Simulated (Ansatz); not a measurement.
KMgF₃:
```xyz
5
Lattice="4.0542 0.0000 0.0000 0.0000 4.0542 0.0000 0.0000 0.0000 4.0542" Properties=species:S:1:pos:R:3 pbc="T T T"
K      2.0271     2.0271     2.0271
Mg     0.0000     0.0000     0.0000
F      2.0271     0.0000     0.0000
F      0.0000     2.0271     0.0000
F      0.0000     0.0000     2.0271
```

Relaxed with PBE.

Map the electron localisation function on the plane through (0.500, 0.500, 0.500) spanned by u = [1, 0, 0] and v = [0, 1, 1] in lattice vectors, from PBE (plane waves, PAW; program Ansatz).

x is the fraction of u, y of v (the angle between them is 90°; rows are the nearest grid lines); atoms in the plane: K at (0.00, 0.00), Mg at (0.50, 0.50), F at (0.00, 0.50).
```
|+#@@@%-       -%@@@#+|
|#%@@@#-       -#@@@%#|
|@@@@%-         -%@@@@|
|@@@%+.         .+%@@@|
|%#*=.           .=*#%|
|::.               .::|
|                     |
|--:.             .:--|
|##*=:           :=*##|
|@%%#=.   .:.   .=#%%@|
|#%@@#: :==-==: :#@@%#|
|=*%@%: -=-:-=- :%@%*=|
|=*%@%: -=-:-=- :%@%*=|
|#%@@#: :==-==: :#@@%#|
|@%%#=.   .:.   .=#%%@|
|##*=:           :=*##|
|--:.             .:--|
|                     |
|::.               .::|
|%#*=.           .=*#%|
|@@@%+.         .+%@@@|
|@@@@%-         -%@@@@|
|#%@@@#-       -#@@@%#|
|+#@@@%-       -%@@@#+|
```
Scale: ten equal steps from 0.004 (start of ' ') to 0.878 (end of '@'), in the order ' .:-=+*#%@'; x runs from 0.000 to 1.00, y from 0.000 (bottom) to 1.00 (top).

The density is the valence pseudo-density with augmentation charge, so density and ELF within about 1 Å of a nucleus are not all-electron values.

Space group Pm-3m (cubic perovskite). The PBE relaxation kept the symmetry of its start; phonons on a q-mesh show no instability.

Potentials: the later of the program's two PAW sets.
